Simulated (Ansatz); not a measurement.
Relaxed-ion elastic tensor of AlPd in space group P2_13 (No. 198; Al on 4a, Pd on 4a) in GPa (Voigt order), the program Ansatz at the PBEsol level (PAW); density 7.77 g/cm³, 14.26 Å³ per atom.

```
 273   113   113   0.0   0.0   0.0
 113   273   113   0.0   0.0   0.0
 113   113   273   0.0   0.0   0.0
 0.0   0.0   0.0  70.6   0.0   0.0
 0.0   0.0   0.0   0.0  70.6   0.0
 0.0   0.0   0.0   0.0   0.0  70.6
```

Task: Is the crystal mechanically stable?

Result: Yes: the smallest eigenvalue of C is 70.6 GPa.

Task: Work out the Voigt, Reuss and Hill averages.

Result: K_V = 166, K_R = 166, K_H = 166; G_V = 74.3, G_R = 74.0, G_H = 74.2 GPa.

Task: Give Young's modulus, Poisson's ratio, Pugh's ratio and the universal anisotropy index.

Result: E = 9KG/(3K + G) = 194 GPa; ν = 0.31; K/G = 2.24 (ductile by the Pugh limit of 1.75); A_U = 5G_V/G_R + K_V/K_R − 6 = 0.02.

Task: Estimate the sound speeds and the Debye temperature.

Result: v_l = √((K + 4G/3)/ρ) = 5840 m/s, v_t = √(G/ρ) = 3090 m/s, mean 3450 m/s; Θ = (h/k)(3n/4πV)^(1/3) v_m = 424 K.

Task: Give the Zener ratio and Young's modulus along [100], [110] and [111].

Result: A = 2C44/(C11 − C12) = 0.88; 1/E = S11 − 2(S11 − S12 − S44/2)Γ with Γ = 0, 1/4, 1/3 gives 207, 190, 185 GPa.

Task: Solve the Christoffel equation for the three sound speeds along [100], [110], [111].

Result: Eigenvalues of C_ijkl n_j n_l equal ρv². In km/s, slowest first: [100] 3.02, 3.02, 5.92; [110] 3.02, 3.21, 5.82; [111] 3.14, 3.14, 5.79.

The first step of the workflow began from a Materials Project structure, measured or hypothetical; the Crystallography Open Database copy checked does not list it. With Al and Pd taken as one species the cell has the higher symmetry Pa-3, so it may be an ordered model of a mixed-site phase. Whether it is the stable phase at ambient conditions was not checked. The PBEsol relaxation kept the symmetry of its start; of distortions, only those at the zone centre were tested. The run is not spin-polarised. As this level gives no gap, shear constants depend on the k-mesh and smearing (Fermi–Dirac, 0.1 eV here).

Potentials: the later of the program's two PAW sets.
